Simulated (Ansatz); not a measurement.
An Ansatz (an electronic-structure program) run. Input:

Ansatz 0.2 input:
```yaml
crystal:
  lattice:
    - [5.2235260201, 0.0, 0.0]
    - [0.0, 5.2235260201, 0.0]
    - [0.0, 0.0, 5.2235260201]
  atoms:
    - { symbol: Sr, position: [0.5, 0.5, 0.0] }
    - { symbol: Sr, position: [0.0, 0.5, 0.5] }
    - { symbol: Sr, position: [0.5, 0.0, 0.5] }
    - { symbol: Bi, position: [0.0, 0.0, 0.0] }
    - { symbol: N, position: [0.5, 0.5, 0.5] }
kpoints:
  mp_grid: { grid: [5, 5, 5] }
hamiltonian:
  xc: r2scan
  pseudopotentials: { kind: paw }
scf:
  occupations: { method: fixed }
output:
  optics: { e_range: [0.0, 15.0], de: 0.05, sigma: 0.1, bands: { spectra_wanted_up_to: 12 eV } }
```

Output (shortened):

```
output.optics: the spectra are integrated over the Brillouin zone by k·p interpolation around the k-points, where levels, occupations, output.optics.sigma and …
Pseudopotential: Sr, paw, valence charge 10
Pseudopotential: Bi, paw, valence charge 15
Pseudopotential: N, paw, valence charge 5
Functional definition: r2SCAN
Crystal: 5 atoms, lattice volume = 142.525 Å³
Basis set: ecut = 500 eV, 3695 PW (Γ), exchange–correlation on 160×160×160 points (64 copies of the dense FFT grid, shifted against one another)
Bands: 30, of which v1, the nominal top of the filled ones, is band 25 counted from 1 (24 counted from 0)
Symmetry: 48 space group operations
Space group: Pm-3m (ITA 221), of the structure as read, at distance tolerance 5.2e-5 Å
k-points: 10 of 125
SCF iter   1: F=—  HF=-23466.397601 eV  |F-HF|=—  |Δ(HF+E_count)|=         —  Δρ=5.73e-3  dr2=8.87e-2  dr2_τ=8.17e-2  ethr=1.77e-3  ⟨swp⟩=5.7  Hψ=1337  notcnv=0  defer=24
preconditioner: auto → Resta (q_TF=auto, 2.291 Å⁻¹)
SCF iter   2: F=—  HF=-23466.576166 eV  |F-HF|=—  |Δ(HF+E_count)|=   1.79e-1  Δρ=3.87e-3  dr2=1.35e-2  dr2_τ=3.88e-3  ethr=1.77e-4  ⟨swp⟩=3.2  Hψ=625  notcnv=0  defer=26
SCF iter   3: F=—  HF=-23466.575891 eV  |F-HF|=—  |Δ(HF+E_count)|=   2.75e-4  Δρ=1.58e-3  dr2=4.61e-3  dr2_τ=4.18e-4  ethr=2.71e-5  ⟨swp⟩=2.6  Hψ=398  notcnv=0  defer=29
SCF iter   4: F=—  HF=-23466.575927 eV  |F-HF|=—  |Δ(HF+E_count)|=   3.58e-5  Δρ=5.89e-4  dr2=6.18e-4  dr2_τ=5.02e-5  ethr=9.21e-6  ⟨swp⟩=2.7  Hψ=402  notcnv=0  defer=30
SCF iter   5: F=—  HF=-23466.575877 eV  |F-HF|=—  |Δ(HF+E_count)|=   4.95e-5  Δρ=1.11e-4  dr2=1.54e-5  dr2_τ=1.51e-6  ethr=1.24e-6  ⟨swp⟩=2.0  Hψ=373  notcnv=0  defer=30
SCF iter   6: F=—  HF=-23466.575867 eV  |F-HF|=—  |Δ(HF+E_count)|=   1.03e-5  Δρ=2.02e-5  dr2=3.22e-7  dr2_τ=6.95e-8  ethr=3.09e-8  ⟨swp⟩=2.3  Hψ=494  notcnv=0  defer=21
SCF iter   7: F=—  HF=-23466.575879 eV  |F-HF|=—  |Δ(HF+E_count)|=   1.24e-5  Δρ=6.32e-6  dr2=8.65e-8  dr2_τ=1.44e-8  ethr=6.45e-10  ⟨swp⟩=2.2  Hψ=540  notcnv=0  defer=17
SCF iter   8: F=—  HF=-23466.575879 eV  |F-HF|=—  |Δ(HF+E_count)|=   6.13e-9  Δρ=2.27e-6  dr2=1.23e-8  dr2_τ=2.68e-10  ethr=1.73e-10  ⟨swp⟩=2.0  Hψ=357  notcnv=0  defer=17
SCF iter  10: F=-23466.575879 eV  HF=-23466.575879 eV  |F-HF|=7.28e-12  |Δ(HF+E_count)|=  1.82e-11  Δρ=7.40e-8  dr2=8.66e-12  dr2_τ=8.06e-13  ethr=1.00e-12  ⟨swp⟩=12.2  Hψ=1814  notcnv=0
SCF 1 converged in 10 iterations: F = -23466.575879 eV  dr2 = 8.66e-12
NSCF: frozen V_eff on 10 k-points
Optics k sum: 0 of 10 k-points
Optics k sum: 1 of 10 k-points
Optics k sum: 2 of 10 k-points
Optics k sum: 3 of 10 k-points
Optics k sum: 4 of 10 k-points
Optics k sum: 5 of 10 k-points
Optics k sum: 6 of 10 k-points
Optics k sum: 7 of 10 k-points
Optics k sum: 8 of 10 k-points
Optics k sum: 9 of 10 k-points
Optics k sum: 10 of 10 k-points
Optics k sum: 0 of 10 k-points
Optics k sum: 1 of 10 k-points
Optics k sum: 2 of 10 k-points
Optics k sum: 3 of 10 k-points
Optics k sum: 4 of 10 k-points
Optics k sum: 5 of 10 k-points
Optics k sum: 6 of 10 k-points
Optics k sum: 7 of 10 k-points
Optics k sum: 8 of 10 k-points
Optics k sum: 9 of 10 k-points
Optics k sum: 10 of 10 k-points
NSCF: frozen V_eff on 1 k-points
NSCF: frozen V_eff on 1 k-points
NSCF: frozen V_eff on 1 k-points
output.optics: what the bands over the 61 summed would add to eps1, eps2 and the energy-loss function is held between a lower and an upper bound (11 Lanczos …
SCF converged after 10 iterations
Free energy (F): -23466.575879 eV
Harris-Foulkes:  -23466.575879 eV  (|F-HF|=7.28e-12)
Internal energy: -23466.575879 eV  (E = F + TS)
E sigma→0 (E₀):  -23466.575879 eV
Fermi energy:    8.738023 eV
--- Per-component energies (eV) ---
  E_band       = -389.170833
  E_kinetic    = 1170.755629
  E_local      = -3659.477992  (includes V_loc(G=0)·N_el)
  E_nonlocal   = 1207.458497
  E_hartree    = 1031.766619
  E_xc         = -691.598678
  E_vxc        = -774.481690  (∫ρ·V_xc dr)
  E_paw        = -18965.117041  (= ΣΔE_a)
  E_vpaw       = -440.843008  (= ΣTr[D̂ρ^β])
  E_aug_tail   = -0.000306  (compensation charges beyond the density's cutoff)
  E_vtau       = 43.884745  (kinetic-family band-sum trace: ∫τ·v_τ [+ j·A + Jᵃ·Aᵃ] dr)
  E_ewald      = -3560.770480
  E_core_change = 0.407873  (= ΣΔE_core)
  E_smearing   =  0.000000  (= −TS)
  E_closure    =  0.000000  (closes the sum)
  Σ components = -23466.575879   (vs F -23466.575879, Δ=0.00e0)
  [band-id]    e_kinetic+e_local+e_nonlocal+2·e_hartree+e_vxc+e_vpaw+e_augmentation_tail+e_vtau = -389.170886   (vs E_band -389.170833, Δ=-5.33e-5)
--- Band table (eV; the first three rows and the last of 10) ---
  k-point 0: bands = ["-27.6478", "-27.5491", "-27.5491", "-13.6526", "-13.6526", "-13.6526", "-13.6468", "-13.6468", "-9.3528", "-9.3528", "-9.3528", "-9.1073", "-9.1073", "-9.1073", "-8.6999", "-8.6999", "-8.6999", "-3.9078", "-1.7909", "7.7423", "7.7423", …
  k-point 1: bands = ["-27.6395", "-27.5572", "-27.5490", "-13.6535", "-13.6535", "-13.6526", "-13.6475", "-13.6461", "-9.3315", "-9.3239", "-9.3239", "-9.1172", "-9.1172", "-9.1110", "-8.7928", "-8.7185", "-8.7185", "-3.7419", "-1.7124", "6.7866", "7.6391", …
  k-point 2: bands = ["-27.6202", "-27.5762", "-27.5488", "-13.6549", "-13.6549", "-13.6526", "-13.6484", "-13.6448", "-9.2697", "-9.2595", "-9.2595", "-9.1499", "-9.1499", "-9.1168", "-8.9645", "-8.7496", "-8.7496", "-3.4688", "-1.5789", "5.8722", "7.1330", …
  k-point 9: bands = ["-27.5872", "-27.5778", "-27.5778", "-13.6533", "-13.6532", "-13.6532", "-13.6442", "-13.6442", "-9.6364", "-9.3864", "-9.3775", "-9.3775", "-8.9628", "-8.9628", "-8.9544", "-8.5887", "-8.5887", "-2.7442", "-1.5449", "6.3112", "6.5211", …
```

Cost: roughly 100 core-seconds on shared cores.

The workflow started from a Materials Project entry (that database holds measured and hypothetical structures alike); the Crystallography Open Database copy checked does not list it. Its standing as an ambient phase is unchecked. The r²SCAN relaxation kept the symmetry of its start; whether a distortion lowers the energy is not shown. Scalar-relativistic: spin–orbit coupling is off unless named, which matters more the heavier the elements.

Potentials: the later of the program's two PAW sets.

Ansatz is a plane-wave DFT program.
